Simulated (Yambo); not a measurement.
Yambo run on B2O3 (space group Cmc2_1, No. 36). The wavefunctions are PBEsol (Quantum ESPRESSO, PseudoDojo norm-conserving, 84 Ry, without SOC) ones on a 4×4×4 mesh (24 occupied bands); a = b = 4.5398 Å, c = 4.1334 Å, α = β = 90.00°, γ = 61.15°.

Yambo input:

```
gw0
dyson
el_el_corr
HF_and_locXC
ppa
em1d
EXXRLvcs= 84 Ry
VXCRLvcs= 336 Ry
Chimod= "HARTREE"
% BndsRnXp
 1 | 118 |
%
NGsBlkXp= 7 Ry
% LongDrXp
 1.0 | 1.0 | 1.0 |
%
PPAPntXp= 27.2114 eV
% GbndRnge
 1 | 118 |
%
GTermKind= "BG"
DysSolver= "n"
ExtendOut
% QPkrange
 1 | 1 | 24 | 25 |
 3 | 3 | 24 | 24 |
%
```

k points by index: 1 = Γ, 3 = (0, 0, -0.5).

Resulting energies as the program prints them:

```
#    K-point    Band    Eo [eV]    E [eV]    E-Eo [eV]    Vxc [eV]    Vnlxc [eV]    Sc|Eo [eV]    Sc|E [eV]    dSc/dw|Eo [eV]    Re(Z)    Im(Z)
#
    1    24    -0.240703    -1.519016    -1.278313    -20.11761    -25.65430    3.999474    4.258381    -5.510996    0.831582    -0.831706E-3
    1    25    8.556284    9.762501    1.206217    -12.85748    -7.548731    -3.922700    -4.102530    -4.056623    0.870262    -0.646787E-3
    3    24    0.000000    -1.293950    -1.293950    -20.36567    -26.15180    4.227548    4.492181    -5.564813    0.830217    -0.830901E-3
```
(The two width columns are left out.) Convergence of these settings isn't established.

Geometry of the Materials Project entry, not relaxed at this level.

The structure is a Materials Project entry; no match was found in the copy of COD used, and its stability was not checked.
